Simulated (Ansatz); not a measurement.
TiN:
```
TiN
1.0
    0.00000     2.12332     2.12332
    2.12332     0.00000     2.12332
    2.12332     2.12332     0.00000
Ti N
1 1
Cartesian
  0.00000   0.00000   0.00000
  2.12332   2.12332   2.12332
```

Relaxed with PBE. Special points in fractions of this cell's reciprocal vectors: Γ (0.000, 0.000, 0.000); X (0.500, 0.000, 0.500); U (0.625, 0.250, 0.625); K (0.375, 0.375, 0.750); L (0.500, 0.500, 0.500); W (0.500, 0.250, 0.750).

Problem. List the band energies nearest the Fermi level at these points for DFT-PBE in the program Ansatz with PAW potentials.

Solution. In eV from the Fermi level; about four levels below and three above (degenerate sets whole), none deeper than 8.9 eV; … stands for higher levels left out; points with the same levels are listed once.

```tsv
k	below	above
Γ	-2.04 -2.04 -2.04 -0.60 -0.60 -0.60	…
X	-5.82 -3.23 -3.23 -3.05	1.64 2.38 2.38
U	-5.80 -5.71 -4.45 -0.46	1.98 2.31 3.58
L	-8.06 -5.46 -5.46	1.68 1.68 2.35
W	-5.46 -5.46 -5.35	0.92 0.92 2.39
```

Space group Fm-3m (rock salt). The PBE relaxation kept the symmetry of its start; phonons on a q-mesh show no instability. No spin polarisation was allowed. With an odd number of electrons in the cell and no spin polarisation, the count alone makes it a metal.

Potentials: the later of the program's two PAW sets.
